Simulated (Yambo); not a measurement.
G0W0@PBEsol for SrO2 (space group Pnma, No. 62) in Yambo (1×2×2 mesh, 7 Ry block, plasmon pole, screening fixed), without a terminator:

```json
[
 {"bands N in G": "119", "gap (0, -0.5, 0) → (0, 0, -0.5) (eV)": "5.284", "shift of the valence edge (eV)": "-0.488"},
 {"bands N in G": "195", "gap (0, -0.5, 0) → (0, 0, -0.5) (eV)": "5.344", "shift of the valence edge (eV)": "-0.761"},
 {"bands N in G": "296", "gap (0, -0.5, 0) → (0, 0, -0.5) (eV)": "5.363", "shift of the valence edge (eV)": "-0.935"}
]
```

Task: Extrapolate both columns to infinite N with E(N) = E∞ + A/N, test the form, and compare with the terminator.

Result: From two points, E∞ = (N2 E2 − N1 E1)/(N2 − N1). The two largest N give 5.40 eV for the gap and -1.27 eV for the shift; the two smallest give 5.44 eV and -1.19 eV. For the gap the slopes A are -18 and -11 eV: the form isn't reached, and its limit is uncertain. For the shift the slopes A are 83 and 99 eV: the form isn't reached, and its limit is uncertain. With the Bruneval-Gonze terminator and 296 bands the run gives 5.38 eV and -1.16 eV, 0.02 eV and 0.11 eV from the extrapolated values: the terminator too is an estimate of the remainder. Block, mesh and the bands in W are held fixed.

Geometry of the Materials Project entry, not relaxed at this level; primitive cell a = 8.5112 Å, b = 4.9470 Å, c = 4.7242 Å, α = 90.00°, β = 90.00°, γ = 90.00°.

The structure is a Materials Project entry; no match was found in the copy of COD used, and its stability was not checked.

A shift is the quasiparticle energy of the state minus its PBEsol energy.
